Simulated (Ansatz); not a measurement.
The calculation used DFT PBE, scalar-relativistic, plane waves, PAW in Ansatz 0.2.0. The screen uses 420 eV, coarse Γ-centred meshes (up to 0.6 Å⁻¹ on the start cell), Gaussian smearing of 0.2 eV, tolerances of 0.08 eV/Å and 0.8 GPa and 16 steps at most, with the symmetry of each start kept. No spin polarisation. Energies are free energies per atom, good to about 0.1 eV/atom between metallic cells, end volumes are rough, and groups of ends are read at 0.1 Å.

Two unrelaxed guesses for Be4Se3:

A.

```
CELL_PARAMETERS angstrom
1.74501 1.00748 8.72942
-1.74501 1.00748 8.72942
0.00000 -2.01496 8.72942
ATOMIC_POSITIONS crystal
Be 0.12800 0.12800 0.12800
Be 0.87200 0.87200 0.87200
Be 0.29300 0.29300 0.29300
Be 0.70700 0.70700 0.70700
Se 0.21700 0.21700 0.21700
Se 0.78300 0.78300 0.78300
Se 0.00000 0.00000 0.00000
```

B.

```
CELL_PARAMETERS angstrom
3.60000 0.00000 0.00000
0.00000 3.60000 0.00000
0.00000 0.00000 8.60000
ATOMIC_POSITIONS crystal
Be 0.00000 0.50000 0.55000
Be 0.00000 0.50000 0.15000
Be 0.50000 0.00000 0.85000
Be 0.50000 0.00000 0.45000
Se 0.50000 0.50000 0.70000
Se 0.00000 0.00000 0.00000
Se 0.50000 0.50000 0.30000
```

Question: Does the order of the two change on relaxation?

Answer: As given, B is lower by 0.59 eV/atom. Relaxed, B is lower by 0.26 eV/atom, so the order holds. A goes from R-3m at 13.2 Å³/atom to R-3m at 17.1 Å³/atom and gains 0.37 eV/atom. B goes from P-4m2 at 15.9 Å³/atom to P-4m2 at 16.6 Å³/atom and gains 0.04 eV/atom. The closest pair in A goes from Be–Se at 1.99 Å to Be–Se at 2.19 Å. At the end: counting Se atoms around Be (those within 1.25 times the shortest such distance or 1.15 times the sum of covalent radii, 1.27 where that leaves under three; a plus sign parts nearer from farther groups; a slash parts the counts of unlike sites), A has Be 3/1+3 and B has Be 2/4.

No dispersion correction is applied, so the spacing and binding between layers, chains or molecules are poorly described (R-3m, P-4m2), and this can change margins and order among such cells.
